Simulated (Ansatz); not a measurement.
MgH2 (rutile)

```
CELL_PARAMETERS angstrom
      4.48445     0.00000     0.00000
      0.00000     4.48445     0.00000
      0.00000     0.00000     2.99665
ATOMIC_POSITIONS crystal
  Mg 0.50000 0.50000 0.50000
  Mg 0.00000 0.00000 0.00000
  H  0.69533 0.69533 0.00000
  H  0.30467 0.30467 0.00000
  H  0.80467 0.19533 0.50000
  H  0.19533 0.80467 0.50000
```

E(V) scan at fixed shape, V₀ the volume above. The atoms relax within the cell's symmetry.

Computed with r2SCAN (plane waves to 500 eV, PAW, scalar-relativistic; Ansatz, a quantum-chemistry and plane-wave program). k mesh 8×8×11 (Γ-centred), Fermi-Dirac smearing 0.05 eV. E stands for the smeared free energy. With the shape held, the modulus is that of even scaling; a crystal free to change shape is softer. MgH2 was relaxed with its symmetry unable to fall. The zero of ΔE is the relaxed starting cell.

| V (Å³/atom) | ΔE (meV/atom) |
|---|---|
| 8.437 | 56.0 |
| 8.839 | 29.4 |
| 9.240 | 12.2 |
| 9.642 | 2.9 |
| 10.044 | 0.0 |
| 10.446 | 2.6 |
| 10.847 | 9.7 |
| 11.249 | 20.6 |
| 11.651 | 34.7 |

**Question.** What is the fitted pressure derivative B₀′?

**Answer.** 3.5.

**Question.** What bulk modulus at fixed cell shape B₀ follows from a third-order Birch-Murnaghan fit?

**Answer.** 54.1 GPa. Check by three points about V = 10.044 Å³/atom, step 0.402: d²E/dV² ≈ (2.9 − 2·0.0 + 2.6) meV / 0.402² = 0.0341 eV/Å⁶, and V·d²E/dV² × 160.2 = 54.8 GPa.

(Under strain, the slope of the energy per volume gives the stress and its curvature an elastic modulus.)
